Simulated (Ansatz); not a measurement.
AlAu:
```xyz
2
Lattice="3.1812 0.0000 0.0000 0.0000 3.1812 0.0000 0.0000 0.0000 3.1812" Properties=species:S:1:pos:R:3 pbc="T T T"
Al     0.0000     0.0000     0.0000
Au     1.5906     1.5906     1.5906
```

This is the r²SCAN-relaxed structure.

Problem. All from the program Ansatz at the r²SCAN level (PAW), unless another level is named. Predict the density of states at the Fermi level.

Solution. 0.30 states/eV per atom (mean over ±0.08 eV).

Problem. Give the formation energy from the elements (no fitted shifts).

Solution. -228 meV/atom.

Problem. Give the gap with spin–orbit coupling.

Solution. none (metallic).

Space group Pm-3m (CsCl type). The workflow started from a Materials Project entry (that database holds measured and hypothetical structures alike); the Crystallography Open Database copy checked does not list it. With Al and Au taken as one species the cell has the higher symmetry Im-3m, so it may be an ordered model of a mixed-site phase. Its standing as an ambient phase is unchecked. The r²SCAN relaxation kept the symmetry of its start. At this level the phase is mechanically unstable. The references are the lowest solids computed at this level, not always the standard phases. Scalar-relativistic: spin–orbit coupling is off unless named, which matters more the heavier the elements.

Potentials: the later of the program's two PAW sets.
